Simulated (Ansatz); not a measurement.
The relaxed structure here is a generated cell of CoSi2: the first start was made by a random draw of sites in a space group, and the end was not matched to a known phase here, so it may be hypothetical. Known forms of CoSi2 include space group No. 225.

One starting cell of CoSi2 (a randomly generated symmetric cell of CoSi2 (space group No. 63)) was relaxed twice with Ansatz (plane waves, PAW, scalar-relativistic): with r2SCAN at 500 eV and with PBE at 420 eV. The r2SCAN result:

```
CoSi2
1.0
    2.18560    -3.87919     0.00000
    2.18560     3.87919     0.00000
    0.00000     0.00000     5.30754
Co Si
2 4
Direct
  0.50000   0.50000   0.00000
  0.50000   0.50000   0.50000
  0.00000   0.00000   0.00000
  0.00000   0.00000   0.50000
  0.73259   0.26741   0.25000
  0.26741   0.73259   0.75000
```

| quantity | r2SCAN | PBE |
|---|---|---|
| space group | Cmcm | Cmcm |
| volume (Å³/atom) | 15.00 | (withheld) |
| a (Å) | 4.371 | (withheld) |
| b (Å) | 7.758 | (withheld) |
| c (Å) | 5.308 | (withheld) |
| gap (eV, no spin-orbit coupling) | 0.00 | (withheld) |

Problem. Fill in the PBE column.

Solution. 
- volume (Å³/atom), PBE: 15.33
- a (Å), PBE: 4.404
- b (Å), PBE: 7.829
- c (Å), PBE: 5.334
- gap (eV, no spin-orbit coupling), PBE: 0.00

Both levels end in the same structure; PBE's volume is 2.2 % larger. Neither column is exact.

No spin polarisation in the result. A magnetic state may lie lower.

The run could not lose the symmetry of its start, so the end can be a saddle point.

Ansatz is a first-principles code.
